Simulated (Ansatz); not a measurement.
Formation energy of CdF2

Method: PBE, scalar-relativistic; no spin polarisation; PAW, 420 eV, Γ-centred 12×12×12 mesh, 0.05 eV Gaussian smearing; code Ansatz. The datasets are Ansatz's generated set soft_2.

The chain of runs began from a cell as deposited in COD, expanded in volume.

Symmetry: Fm-3m, No. 225, cubic system. Conventional cell: a = 5.481 Å, b = 5.481 Å, c = 5.481 Å, α = 90.00°, β = 90.00°, γ = 90.00°. Cd (site symmetry m-3m) is surrounded by 8 F at 2.37 Å. F (site symmetry -43m) has 4 Cd at 2.37 Å as nearest neighbours. (Neighbours are counted to 15 % beyond the shortest distance.)

The elements were computed in their standard states (gases as isolated molecules) with the same datasets, cutoff and functional. Total energies depend on the potentials used, so only differences within one code and one set of settings carry meaning.

Energy of the relaxed cell (3 atoms, smearing extrapolated to zero): -9872.169 eV. Elements, in eV/atom: Cd -8254.456, F -805.594.

Q: What is the formation energy?

A: [-9872.169 − (1 × -8254.456 + 2 × -805.594)] / 3 = -2.18 eV/atom, or -210 kJ per mole of atoms.

The value is for 0 K, without zero-point energy and without any correction for the binding of gas molecules. Uncorrected semilocal values for oxides, chalcogenides and halides often miss by tenths of an eV an atom. A negative value shows stability against the elements alone, not against other compounds or structures.

Bader charges against formal ones: Cd +1.48 (+2), F −0.74 (−1). The cations give up 74 % of the formal charge; Bader charges stay under formal ones because the anions' density reaches into the cations' basins.

Formal charges Cd²⁺, F⁻ balance and leave closed shells on every ion, so a band insulator is expected, and the gap is 2.92 eV.

Kohn–Sham gaps of semilocal functionals lie under measured ones, often by a third or more. The relaxed cell is 5 % larger in volume than the cell of this structure in the Crystallography Open Database (13.04 Å³/atom, 1963).
